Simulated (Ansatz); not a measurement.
GaAs:
```cif
data_As4Ga4
_chemical_formula_sum 'As4 Ga4'
_space_group_name_H-M_alt 'Fm-3m'
_space_group_IT_number 225
_space_group_name_Hall '-F 4 2 3'
_cell_length_a 5.32921
_cell_length_b 5.32921
_cell_length_c 5.32921
_cell_angle_alpha 90.000
_cell_angle_beta 90.000
_cell_angle_gamma 90.000
loop_
_atom_site_label
_atom_site_type_symbol
_atom_site_symmetry_multiplicity
_atom_site_Wyckoff_symbol
_atom_site_fract_x
_atom_site_fract_y
_atom_site_fract_z
_atom_site_occupancy
As1 As 4 a 0.00000 0.00000 0.00000 1
Ga1 Ga 4 b 0.50000 0.50000 0.50000 1
```
(The calculation used a cell of 2 atoms; values per cell refer to that cell.)

Relaxed with r²SCAN.

Q: Tabulate the valence density and the electron localisation function along the shortest As–Ga contact (2.66 Å), r²SCAN (plane waves, PAW; program Ansatz).

A: 

| distance from As (Å) | density (e/Å³) | ELF |
|---|---|---|
| 0.27 | 20.38 | 0.17 |
| 0.40 | 11.03 | 0.26 |
| 0.53 | 4.94 | 0.42 |
| 0.67 | 2.06 | 0.58 |
| 0.80 | 0.98 | 0.66 |
| 0.93 | 0.62 | 0.69 |
| 1.07 | 0.47 | 0.70 |
| 1.20 | 0.38 | 0.69 |
| 1.33 | 0.33 | 0.62 |
| 1.47 | 0.32 | 0.49 |
| 1.60 | 0.35 | 0.34 |
| 1.73 | 0.45 | 0.28 |
| 1.87 | 0.68 | 0.26 |
| 2.00 | 1.29 | 0.20 |
| 2.13 | 3.31 | 0.10 |
| 2.26 | 9.67 | 0.04 |
| 2.40 | 23.96 | 0.02 |

The density is the valence pseudo-density with augmentation charge, so density and ELF within about 1 Å of a nucleus are not all-electron values.

The start of the workflow was typed in or built on a structure type; neither database checked (COD, Materials Project) lists it. It is not the phase usual at ambient conditions (space group No. 216). Symmetry was held in the r²SCAN relaxation; its stability against distortions is not shown here.

Potentials: the later of the program's two PAW sets.
